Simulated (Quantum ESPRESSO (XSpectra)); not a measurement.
Quantum ESPRESSO (XSpectra) run for X-ray absorption at the B K edge of B (R-3m). Geometry: Materials Project entry mp-160 (a computed structure). The cell is the entry's, not relaxed again. The ground-state test found a gap, so occupations are fixed and the excited electron is left out (charged cell on a uniform background); energies count from the highest occupied level. pw.x input:

```
&CONTROL
  calculation = 'scf'
  prefix = 'x'
  pseudo_dir = './pseudo'
  outdir = './out'
/
&SYSTEM
  ibrav = 0
  nat = 48
  ntyp = 2
  ecutwfc = 55
  tot_charge = 1
  occupations = 'fixed'
/
&ELECTRONS
  conv_thr = 4.8e-07
  mixing_beta = 0.4
/
ATOMIC_SPECIES
Bh 10.810 B.lda-tm-gipaw-star1s.UPF
B 10.810 B.lda-tm-gipaw.UPF
CELL_PARAMETERS angstrom
   0.000000000    5.656173481    4.174720000
   4.898389923   -2.828086741    4.174720000
   4.898389923    2.828086741   -4.174720000
ATOMIC_POSITIONS crystal
B      0.332130000    0.009970000    0.667870000
B      0.332130000    0.509970000    0.167870000
B      0.832130000    0.009970000    0.167870000
B      0.832130000    0.509970000    0.667870000
B      0.667870000    0.990030000    0.332130000
B      0.667870000    0.490030000    0.832130000
B      0.167870000    0.990030000    0.832130000
B      0.167870000    0.490030000    0.332130000
B      0.009970000    0.332130000    0.667870000
B      0.009970000    0.832130000    0.167870000
B      0.509970000    0.332130000    0.167870000
B      0.509970000    0.832130000    0.667870000
B      0.990030000    0.667870000    0.332130000
B      0.990030000    0.167870000    0.832130000
B      0.490030000    0.667870000    0.832130000
B      0.490030000    0.167870000    0.332130000
B      0.332130000    0.332130000    0.990030000
B      0.332130000    0.832130000    0.490030000
B      0.832130000    0.332130000    0.490030000
B      0.832130000    0.832130000    0.990030000
B      0.667870000    0.667870000    0.009970000
B      0.667870000    0.167870000    0.509970000
B      0.167870000    0.667870000    0.509970000
B      0.167870000    0.167870000    0.009970000
Bh     0.426100000    0.220560000    0.573900000
B      0.426100000    0.720560000    0.073900000
B      0.926100000    0.220560000    0.073900000
B      0.926100000    0.720560000    0.573900000
B      0.573900000    0.779440000    0.426100000
B      0.573900000    0.279440000    0.926100000
B      0.073900000    0.779440000    0.926100000
B      0.073900000    0.279440000    0.426100000
B      0.220560000    0.426100000    0.573900000
B      0.220560000    0.926100000    0.073900000
B      0.720560000    0.426100000    0.073900000
B      0.720560000    0.926100000    0.573900000
B      0.779440000    0.573900000    0.426100000
B      0.779440000    0.073900000    0.926100000
B      0.279440000    0.573900000    0.926100000
B      0.279440000    0.073900000    0.426100000
B      0.426100000    0.426100000    0.779440000
B      0.426100000    0.926100000    0.279440000
B      0.926100000    0.426100000    0.279440000
B      0.926100000    0.926100000    0.779440000
B      0.573900000    0.573900000    0.220560000
B      0.573900000    0.073900000    0.720560000
B      0.073900000    0.573900000    0.720560000
B      0.073900000    0.073900000    0.220560000
K_POINTS automatic
2 2 2 0 0 0
```

xspectra.x input:

```
&input_xspectra
  calculation = 'xanes_dipole'
  edge = 'K'
  prefix = 'x'
  outdir = './out'
  xonly_plot = .false.
  xiabs = 1
  xcoordcrys = .false.
  xepsilon(1) = 1.0
  xepsilon(2) = 0.0
  xepsilon(3) = 0.0
  xniter = 1500
  xcheck_conv = 50
  xerror = 0.002
  x_save_file = 'x0.sav'
/
&plot
  xnepoint = 451
  xemin = -5.0
  xemax = 40.0
  xgamma = 0.5
  terminator = .true.
  cut_occ_states = .true.
/
&pseudos
  filecore = 'core.wfc'
/
&cut_occ
  cut_desmooth = 0.1
  cut_stepl = 0.01
  cut_ierror = 1e-6
/
3 3 3 1 1 1
```

End of the pw.x output:

```
     6.2295   6.3064   6.3267   6.4910   6.5236   6.5702   6.6339   6.7576
     6.8379   6.8769   6.8842   6.9956   7.0073   7.0989   7.3032   7.4366

          k = 0.3588 0.6214 0.0000 ( 16124 PWs)   bands (ev):

    -7.3173  -6.5430  -6.3952  -6.3787  -4.0687  -3.8552  -3.7661  -3.3054
    -3.2877  -3.0714  -2.9550  -2.8771  -1.9563  -1.9510  -1.7631  -1.6982
    -0.5831  -0.4355   0.3891   0.6388   0.6566   0.7655   0.7818   1.2125
     1.2423   1.3132   1.3408   1.4138   1.4304   1.4369   1.6423   1.9698
     2.0035   2.0197   2.0786   2.0792   3.1704   3.2849   3.3740   3.4848
     3.8191   4.0835   4.3814   4.5724   4.6082   4.7073   4.7705   4.9060
     4.9546   5.0522   5.1791   5.2578   5.4549   5.5428   6.0212   6.2127
     6.2168   6.2569   6.3824   6.4240   6.6026   6.6325   6.6939   6.7147
     6.7941   6.8986   6.9811   7.0558   7.3317   7.3921   7.5109   7.7132

     highest occupied level (ev):     8.5381

!    total energy              =    -280.34447595 Ry
     estimated scf accuracy    <       0.00000013 Ry

     The total energy is the sum of the following terms:
     one-electron contribution =      93.50812861 Ry
     hartree contribution      =      34.40259775 Ry
     xc contribution           =    -105.77973992 Ry
     ewald contribution        =    -302.47546239 Ry

     convergence has been achieved in  12 iterations

     XML data file, charge density, pseudopotentials, collected wavefunctions
```

xspectra.x output, shortened:

```
... Begin STEP 1 ...

        Radial transition matrix element(s) used in the calculation of the
        initial vector of the Lanczos basis (|tilde{phi}_abs> normalized)
        | For PAW proj. (l=1) #1: radial matrix element =   0.269524230
        | For PAW proj. (l=1) #2: radial matrix element =   0.321088835

NB: the     7 k-point are not all listed below because npool=  4
        |-------------------------------------------------------------
        ! k-point #     1:  ( 0.2392,  0.1381,  0.0936),  0.0741,   1
        |-------------------------------------------------------------
 okvan= F
        |   Norm of the initial Lanczos vector: 0.18929480E+00
        !   => CONVERGED at iter    600 with error=  0.00166332
        |-------------------------------------------------------------
        ! k-point #     2:  ( 0.4784,  0.2762, -0.0936),  0.0741,   1
        |-------------------------------------------------------------
 okvan= F
        |   Norm of the initial Lanczos vector: 0.18929483E+00
        !   => CONVERGED at iter    650 with error=  0.00085742
        |-------------------------------------------------------------
        ! k-point #     3:  ( 0.7176,  0.4143, -0.2807),  0.0741,   1
        |-------------------------------------------------------------
 okvan= F
        |   Norm of the initial Lanczos vector: 0.18929478E+00
        !   => CONVERGED at iter    550 with error=  0.00197828
        |-------------------------------------------------------------

        ...
... Begin STEP 2 ...

     The spectrum is calculated using the following parameters:
        energy-zero of the spectrum [eV]:    8.5381
        the occupied states are elimintate from the spectrum
        xemin [eV]:  -5.00
        xemax [eV]:  40.00
        xnepoint:  451
        constant broadening parameter [eV]:    0.500
        Core level energy [eV]:  -188.0
         (from electron binding energy of neutral atoms in X-ray data booklet)

     Cross-section successfully written in xanes.dat

     ... End STEP 2 ...

     xanes        :     22.17s CPU     22.40s WALL (       1 calls)

     -------------------------------------------------------------------------
                                END JOB XSpectra
     -------------------------------------------------------------------------
```

xanes.dat for the field along x, every fifth line (energy in eV, cross section):

```
   -5.000   2.2710e-03
   -4.500   2.5400e-03
   -4.000   2.8680e-03
   -3.500   3.2730e-03
   -3.000   3.7840e-03
   -2.500   4.4470e-03
   -2.000   5.3360e-03
   -1.500   6.5770e-03
   -1.000   8.4100e-03
   -0.500   1.1330e-02
    0.000   1.6450e-02
    0.500   2.7270e-02
    1.000   5.5360e-02
    1.500   1.2300e-01
    2.000   1.2680e-01
    2.500   1.1540e-01
    3.000   1.1720e-01
    3.500   1.0180e-01
    4.000   1.0030e-01
    4.500   9.3850e-02
    5.000   9.2510e-02
    5.500   9.7040e-02
    6.000   8.8920e-02
    6.500   8.7870e-02
    7.000   8.3500e-02
    7.500   8.5520e-02
    8.000   8.8450e-02
    8.500   9.5120e-02
    9.000   1.1480e-01
    9.500   1.3200e-01
   10.000   1.3640e-01
   10.500   1.3810e-01
   11.000   1.3450e-01
   11.500   1.2660e-01
   12.000   1.2140e-01
   12.500   1.1520e-01
   13.000   1.1100e-01
   13.500   1.0160e-01
   14.000   9.9210e-02
   14.500   9.1510e-02
   15.000   7.1450e-02
   15.500   6.1610e-02
   16.000   6.1400e-02
   16.500   5.5380e-02
   17.000   4.8750e-02
   17.500   4.7870e-02
   18.000   4.1160e-02
   18.500   4.0490e-02
   19.000   4.3480e-02
   19.500   4.2140e-02
   20.000   4.1970e-02
   20.500   3.6440e-02
   21.000   2.9530e-02
   21.500   2.5510e-02
   22.000   2.2570e-02
   22.500   1.7970e-02
   23.000   1.5090e-02
   23.500   1.7540e-02
   24.000   1.7970e-02
   24.500   1.4950e-02
   25.000   1.4590e-02
   25.500   1.7030e-02
   26.000   2.0010e-02
   26.500   2.0840e-02
   27.000   2.0540e-02
   27.500   2.2920e-02
   28.000   2.4580e-02
   28.500   2.8840e-02
   29.000   3.2390e-02
   29.500   3.2310e-02
   30.000   3.4490e-02
   30.500   3.4900e-02
   31.000   3.5970e-02
   31.500   3.7680e-02
   32.000   3.8850e-02
   32.500   3.9540e-02
   33.000   3.6910e-02
   33.500   3.1910e-02
   34.000   2.8840e-02
   34.500   2.7310e-02
   35.000   2.7770e-02
   35.500   3.0010e-02
   36.000   2.9450e-02
   36.500   2.9370e-02
   37.000   3.1570e-02
   37.500   2.9820e-02
   38.000   2.8750e-02
   38.500   3.1080e-02
   39.000   3.1940e-02
   39.500   3.4920e-02
   40.000   3.9390e-02
```
